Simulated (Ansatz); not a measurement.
Consider the following.

CaHBr:
Space group P4/nmm, origin choice 1 (No. 129); a = 3.826 Å, b = 3.826 Å, c = 8.069 Å, α = 90.00°, β = 90.00°, γ = 90.00°

| atom | site | symmetry | x | y | z |
|---|---|---|---|---|---|
| Ca | 2c | 4mm | 0.0000 | 0.5000 | 0.1600 |
| H | 2a | -4m2 | 0.0000 | 0.0000 | 0.0000 |
| Br | 2c | 4mm | 0.5000 | 0.0000 | 0.3248 |

This is the r²SCAN+D4-relaxed structure.

Question: All from plane-wave PAW r²SCAN+D4 (Ansatz code), unless another level is named. Give the electron effective mass with spin–orbit coupling.

Answer: 0.54, 0.54, 2.7 mₑ (principal values).

Question: Predict the hole effective mass.

Answer: 0.33, 2.9, 2.9 mₑ (principal values).

Question: And the gap with spin–orbit coupling?

Answer: 4.50 eV.

Question: And the band gap?

Answer: 4.55 eV (direct).

The workflow started from a Materials Project entry (that database holds measured and hypothetical structures alike); the Crystallography Open Database files this formula in space group No. 129, but the cells were not matched. Its standing as an ambient phase is unchecked. The r²SCAN+D4 relaxation kept the symmetry of its start; whether a distortion lowers the energy is not shown. Spin–orbit coupling is left out wherever it is not named.

Potentials: the later of the program's two PAW sets.
